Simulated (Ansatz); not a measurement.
A scan (energy over volume and axial ratio; atoms clamped) gave these values. Computed with PBE (plane waves to 420 eV, PAW, scalar-relativistic; Ansatz, an electronic-structure program).

The shear modulus C′ = (C11 − C12)/2 (fit, atoms clamped) is 56 GPa.

Q: Of these crystals, all scanned alike, which one is it?
A) AlRu (CsCl type)
B) BeSe (zinc blende)
C) Mg₂Sn (antifluorite type, space group Fm-3m)
D) SnTe (rock salt)

A: D, SnTe (rock salt). The others have, for the shear modulus C′ = (C11 − C12)/2: Mg2Sn 22 GPa, BeSe 39 GPa, AlRu 86 GPa

AlRu is run without spin polarisation. All were relaxed with their symmetry unable to fall. At this level the bands of Mg2Sn touch or barely overlap; measurements give the solid a gap. Spin-orbit coupling is left out.

(A scan under strain: stresses follow from slopes of the energy per volume, elastic moduli from its curvatures.)
